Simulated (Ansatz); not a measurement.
## Sr (Fm-3m), clamped-ion strain scan

Level of theory: DFT PBEsol, scalar-relativistic, plane waves, PAW (Ansatz). Cutoff 420 eV, Γ-centred 10×10×10 k-points, Gaussian smearing of 0.03 eV. No spin polarisation. Energies are free energies at this smearing, counted from the undisturbed cell; pressure is positive in compression.

Reference structure (as given, not relaxed at this level; it stands at -0.9 GPa):

```yaml
crystal:
  lattice:
    - [0.00000, 3.04235, 3.04235]
    - [3.04235, 0.00000, 3.04235]
    - [3.04235, 3.04235, 0.00000]
  atoms:
    - { symbol: Sr, position: [0.00000, 0.00000, 0.00000] }
```

The cell is strained by ε times the Voigt pattern (0, 0, 0, 0, 1, 0) (xx, yy, zz, yz, xz, xy; engineering shear) with fractional coordinates fixed. The cell is metallic on the mesh throughout.

Over the sampled range (-0.0200 to 0.0175), is the undisturbed cell the lowest point?

Yes, every other sampled point lies higher (or within rounding).

The scan:

```tsv
ε	ΔE (meV/atom)
-0.0200	0.2
-0.0100	0.0
0.0000	0.0
0.0025	0.0
0.0050	0.0
0.0075	0.0
0.0125	0.1
0.0150	0.1
0.0175	0.1
```